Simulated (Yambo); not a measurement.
```
Be2C
1.0
    0.00000     2.14292     2.14292
    2.14292     0.00000     2.14292
    2.14292     2.14292     0.00000
Be C
2 1
Cartesian
  3.21438   3.21438   3.21438
  1.07146   1.07146   1.07146
  4.28584   4.28584   4.28584
```

Response from Yambo on PBEsol (Quantum ESPRESSO, PseudoDojo norm-conserving, 88 Ry, without SOC) bands: 16×16×16 mesh, 16 bands, 4 Ry local-field block, 0.2 eV broadening.

Give the static electronic dielectric constant without and with local fields.


| field along | ε(0), independent particles | ε(0), RPA with local fields | refractive index √ε |
|---|---|---|---|
| x | 7.19 | 6.67 | 2.58 |
Electronic (clamped-ion) response only. PBEsol gaps are usually too small, which raises these values. Convergence of the RPA response with its 16×16×16 mesh was not tested.

Geometry strained from the cell relaxed with PBEsol, atoms relaxed again.
